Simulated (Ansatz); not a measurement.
One starting cell of Li (a generated cell, Li built in the bcc structure type) was relaxed twice with Ansatz (plane waves, PAW, scalar-relativistic): with r2SCAN at 500 eV and with PBE at 420 eV. The r2SCAN result:

```yaml
crystal:
  lattice:
    - [-1.73746, 1.73746, 1.73746]
    - [1.73746, -1.73746, 1.73746]
    - [1.73746, 1.73746, -1.73746]
  atoms:
    - { symbol: Li, position: [0.00000, 0.00000, 0.00000] }
```

| quantity | r2SCAN | PBE |
|---|---|---|
| space group | Im-3m | Im-3m |
| volume (Å³/atom) | 20.98 | ? |
| a (Å) | 3.475 | ? |
| gap (eV, no spin-orbit coupling) | 0.00 | ? |

What does PBE give for the same quantities?


- volume (Å³/atom), PBE: 20.24
- a (Å), PBE: 3.434
- gap (eV, no spin-orbit coupling), PBE: 0.00

Both levels end in the same structure; PBE's volume is 3.5 % smaller. Neither column is exact.

No spin polarisation in the result.

The run could not lose the symmetry of its start.

Ansatz is a program for electronic structure.
